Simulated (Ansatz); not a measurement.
Relaxed-ion elastic tensor of Na (bcc (W type), Im-3m) in GPa (Voigt order), r²SCAN in the plane-wave PAW code Ansatz; density 1.01 g/cm³, 37.67 Å³ per atom.

```tsv
	1	2	3	4	5	6
1	8.7	7.2	7.2	0.0	0.0	0.0
2	7.2	8.7	7.2	0.0	0.0	0.0
3	7.2	7.2	8.7	0.0	0.0	0.0
4	0.0	0.0	0.0	6.3	0.0	0.0
5	0.0	0.0	0.0	0.0	6.3	0.0
6	0.0	0.0	0.0	0.0	0.0	6.3
```

Is the crystal mechanically stable?

Yes: the smallest eigenvalue of C is 1.5 GPa.

Work out the Voigt, Reuss and Hill averages.

K_V = 7.7, K_R = 7.7, K_H = 7.7; G_V = 4.1, G_R = 1.6, G_H = 2.9 GPa.

Give Young's modulus, Poisson's ratio, Pugh's ratio and the universal anisotropy index.

E = 9KG/(3K + G) = 7.6 GPa; ν = 0.33; K/G = 2.68 (ductile by the Pugh limit of 1.75); A_U = 5G_V/G_R + K_V/K_R − 6 = 7.83.

Estimate the sound speeds and the Debye temperature.

v_l = √((K + 4G/3)/ρ) = 3360 m/s, v_t = √(G/ρ) = 1680 m/s, mean 1880 m/s; Θ = (h/k)(3n/4πV)^(1/3) v_m = 167 K.

Give the Zener ratio and Young's modulus along [100], [110] and [111].

A = 2C44/(C11 − C12) = 8.41; 1/E = S11 − 2(S11 − S12 − S44/2)Γ with Γ = 0, 1/4, 1/3 gives 2.2, 6.1, 14.9 GPa.

Solve the Christoffel equation for the three sound speeds along [100], [110], [111].

Eigenvalues of C_ijkl n_j n_l equal ρv². In km/s, slowest first: [100] 2.50, 2.50, 2.92; [110] 0.86, 2.50, 3.75; [111] 1.61, 1.61, 3.99.

The cell was relaxed with r²SCAN under the symmetry of its start; phonons on a q-mesh show no instability. As this level gives no gap, shear constants depend on the k-mesh and smearing (Fermi–Dirac, 0.1 eV here).

Potentials: the later of the program's two PAW sets.
